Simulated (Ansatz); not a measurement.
## Phases of LaS at -2.4 GPa

Structure types of LaS are relaxed in primitive cells with their symmetry kept at -2.4 GPa, on PAW files; LAPW relaxes the small cells further and takes the PAW cell for the others (marked *). The enthalpy is E + pV at zero temperature, without zero-point motion. Only the types listed were tried, and differences under about 5 meV/atom are mesh noise. The real phase may be another.

Level of theory: DFT with PBEsol, scalar-relativistic, in Ansatz 0.2.0; Fermi–Dirac smearing of 0.05 eV, no spin polarisation. LAPW: all electrons, basis error target 0.5 meV/atom; PAW: frozen-core files, cutoff 420 eV.

k meshes: rocksalt 12×12×12, CsCl 11×11×11, zincblende 11×11×11, wurtzite 8×8×5, NiAs 8×8×5.

Spin–orbit coupling is left out, which matters for the heavy atoms. The PAW files were made under PBE.

**Question.** Which type is lowest in enthalpy, and by how much?

**Answer.** rocksalt, 197 meV/atom below NiAs. The whole table:

```
start type               ends as          a, b, c (Å)  V (Å³/atom)  H − H(lowest), LAPW (meV/atom)  same, PAW
  rocksalt       rocksalt, Fm-3m  5.862, 5.862, 5.862        25.18                             0.0        0.0
      CsCl           CsCl, Pm-3m  3.555, 3.555, 3.555        22.46                           321.6      322.0
zincblende     zincblende, F-43m  6.542, 6.542, 6.542        35.00                           490.0      490.6
 wurtzite*  flat h-MgO, P6_3/mmc  4.960, 4.960, 5.815        30.97                           229.9      230.3
     NiAs*        NiAs, P6_3/mmc  4.044, 4.044, 7.329        25.95                           196.7      197.0
```
